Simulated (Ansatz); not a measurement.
FeNi3, one structure, two calculations

Cell: a COD entry, whose atoms a relaxation with PBE at fixed cell left in place.

```
Fe Ni
1.0
     3.54500    0.00000    0.00000
     0.00000    3.54500    0.00000
     0.00000    0.00000    3.54500
Fe Ni
1 3
Direct
  0.00000 0.00000 0.00000
  0.00000 0.50000 0.50000
  0.50000 0.00000 0.50000
  0.50000 0.50000 0.00000
```

Sites (sets of like atoms) are named by element and the number of their first atom in this list.

First run. All values are calculated (Ansatz; DFT, PBE, plane waves and PAW, scalar-relativistic, collinear spin, 420 eV cutoff, Γ-centred 9×9×9 k-points, Fermi–Dirac smearing 0.05 eV), not measured. Start moments as typed (μB): 3 on each Fe, 1.5 on each Ni.

| site | atom | V_zz (10²¹ V/m²) | η | m (μB) |
| --- | --- | --- | --- | --- |
| Fe | 1 | 0.00 | – | 2.92 |
| Ni | 2 | -0.10 | 0.00 | 0.69 |

Second run. The same atoms and settings, except that the functional is r2SCAN and the cutoff is 500 eV.

Problem. What does the second run give?

Solution. 

```tsv
site	atom	V_zz	η	change of V_zz	m (μB)
Fe	1	0.00	–	0.00	3.22
Ni	2	0.95	0.00	+1.05	0.80
```

The largest change of V_zz is on Ni, from -0.10 to 0.95. V_zz changes sign on Ni (same axis). The absolute magnetisation of the cell goes from 5.3 to 6.2 μB. Isomer shifts (Fe against α-Fe, from the density at the nucleus and a line fitted to measured compounds for each functional; the lines scatter by about 0.1 mm/s, so smaller changes between functionals mean little): Fe -0.07 → -0.07 mm/s.

The run finds no gap above 0.1 eV (a metal, or nearly one), so the gradients can move by 10 % or more with the k-mesh. With these PAW files V_zz is typically within 2 to 3 % of all-electron values, but misses above 10 % occur on Ni. The magnetic order is the one that the run reached from its start moments, not necessarily the measured one.
For the second run: At this cell the r2SCAN pressure is -5 GPa, so with r2SCAN the cell would shrink if it were relaxed. The entry's cell may itself be off. The program didn't check the stability of this electronic state in full, so a lower one may lie near.
